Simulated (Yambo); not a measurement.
Quantum ESPRESSO input (LDA, PseudoDojo standard norm-conserving files, scalar-relativistic) whose wavefunctions are converted with p2y:

```
&CONTROL
  calculation = 'nscf'
  pseudo_dir = './pseudo'
  outdir = './out'
/
&SYSTEM
  ibrav = 0
  nat = 10
  ntyp = 4
  ecutwfc = 84.0
  ecutrho = 336.0
  occupations = 'fixed'
  force_symmorphic = .true.
  nbnd = 318
/
&ELECTRONS
  conv_thr = 1e-08
  diago_full_acc = .true.
  diago_thr_init = 1e-08
/
ATOMIC_SPECIES
O 15.9990 O.upf
Sr 87.6200 Sr.upf
Ba 137.3270 Ba.upf
W 183.8400 W.upf
CELL_PARAMETERS angstrom
  3.108864971000   1.794904028000   4.968253000000
 -3.108864971000   1.794904028000   4.968253000000
  0.000000000000  -3.589808056000   4.968253000000
ATOMIC_POSITIONS crystal
O   0.782260000000   0.285900000000   0.660720000000
O   0.217740000000   0.714100000000   0.339280000000
O   0.660720000000   0.782260000000   0.285900000000
O   0.339280000000   0.217740000000   0.714100000000
O   0.285900000000   0.660720000000   0.782260000000
O   0.714100000000   0.339280000000   0.217740000000
Sr   0.000000000000   0.000000000000   0.000000000000
Ba   0.746823000000   0.746823000000   0.746823000000
Ba   0.253177000000   0.253177000000   0.253177000000
W   0.500000000000   0.500000000000   0.500000000000
K_POINTS automatic
1 1 1 0 0 0
```

Yambo's initialisation report on symmetry, reciprocal space, the k grid and the gaps on this mesh:

```
  [02.02] Symmetries
  ==================

  Inversion symmetry    : yes
  Spatial inversion     : yes
  Inversion index       :   4
  K-space Time-reversal : no
  Magnetic symmetries   : no
  Group table correct   : yes
  Symmetries units      :  [cc]

  [02.03] Reciprocal space
  ========================

  nG shells         :   7564
  nG charge         :  116869
  nG WFs            :  14589
  nC WFs            :  14589
  G-vecs. in first 80 shells:  [ Number ]
     1    7    9   15   21   27   33   45   51
    57   59   65   77   83   89  101  113  119
   131  137  149  161  167  169  175  181  193
   205  217  229  241  253  259  271  283  289
    301   307   319   325   331   337   339   351   357
    369   381   393   399   411   423   435   447   459
    483   495   501   513   525   531   537   543   555
    561   585   597   603   609   615   621   633   645
    657   669   675   687   699   705   717   719
  ...
  Shell energy in first 80 shells:  [ mHa ]
     0.0000  215.5187  223.9364  290.1642  571.9108  588.7460  787.4295  795.8471  812.6824
    862.075      895.745      1160.66      1359.34      1384.59      1409.85      1433.99      1467.66      1715.73
    1732.57      1783.07      1939.67      1956.50      1981.76      2015.43      2287.64      2354.98      2503.16
    2511.58      2553.67      2577.81      2587.34      2611.48      2678.82      2876.39      2926.89      3075.07
    3100.33      3149.72      3183.39      3201.34      3250.73      3448.30      3582.98      3646.98      3672.24
    3697.49      3721.63      3731.16      3773.25      3822.64      4003.38      4020.21      4070.72      4154.89
    4227.31      4244.15      4269.40      4303.07      4345.16      4395.66      4642.63      4790.81      4841.31
    4865.45      4899.12      4966.46      4967.57      5067.47      5147.20      5164.03      5214.54      5298.71
    5362.72      5371.13      5387.97      5437.36      5488.98      5538.37      5539.49      5598.41
  ...

  [02.04] K-grid lattice
  ======================

  Compatible Grid is   : 0D
  K lattice UC volume  :  0.220976 [a.u.]

  IBZ K-points                                      :  1
  BZ  K-points                                      :  1

  K/Q-points units:
  rlu = crystal or reduced units; cc = cartesian coordinates; iku = interal k-units

  K [1]          [rlu]:  0.000000  0.000000  0.000000
         WF components:  14589

  [02.05] Energies & Occupations
  ==============================

  [X] === General ===
  [X] Electronic Temperature                        :  0.000000  0.000000 [eV K]
  [X] Bosonic    Temperature                        :  0.000000  0.000000 [eV K]
  [X] Finite Temperature mode                       : no
  [X] El. density                                   :  0.48094E+24 [cm-3]
  [X] Fermi Level                                   :  7.601934 [eV]

  [X] === Gaps and Widths ===
  [X] Conduction Band Min                           :  3.295918 [eV]
  [X] Valence Band Max                              :  0.000000 [eV]
  [X] Filled Bands                                  :   40
  [X] Empty Bands                                   :    41   318
  [X] Direct Gap                                    :  3.295918 [eV]
  [X] Direct Gap localized at k                     :  1
```
The gaps are LDA values on this mesh alone; only operations without fractional translations are kept.

Spin-orbit coupling is not included.

Geometry of the Materials Project entry, not relaxed at this level.
